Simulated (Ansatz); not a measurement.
## Vibrational response of HCl at 42 GPa

Computed with DFT PBEsol, scalar-relativistic, plane waves, PAW (Ansatz 0.2.0). Cutoff 420 eV, 8×8×8 k-points (Γ-centred), fixed occupations. No spin polarisation. Phonons by linear response, acoustic sum rule imposed.

The cell, relaxed at 42 GPa:
```xyz
2
Lattice="-1.4583 1.4583 2.0826 1.4583 -1.4583 2.0826 1.4583 1.4583 -2.0826" Properties=species:S:1:pos:R:3 pbc="T T T"
H     0.0000    0.0000    2.8202
Cl    0.0000    0.0000    4.1275
```

The crystal is built of molecules and no dispersion correction was added, so the binding between them is poorly described, and with it their spacing and whatever depends on it. Other phases may be more stable at this pressure. The run warned that the force constants aren't converged on this k mesh, so the frequencies and all that is formed from them are rough. The bands were filled as in an insulator; under compression the gap may have closed between mesh points.

(1) Is this structure stable against zone-centre distortions?

(2) List the optical modes at Γ without the LO field (i marks imaginary ones).

## Answers

(1) No: 2 of the 3 optical modes are imaginary.

(2)
| frequency (meV) | degeneracy | IR intensity of the level ((D/Å)²/amu) |
| --- | --- | --- |
| 36.6i | 2 | 27.85 |
| 316.0 | 1 | 24.38 |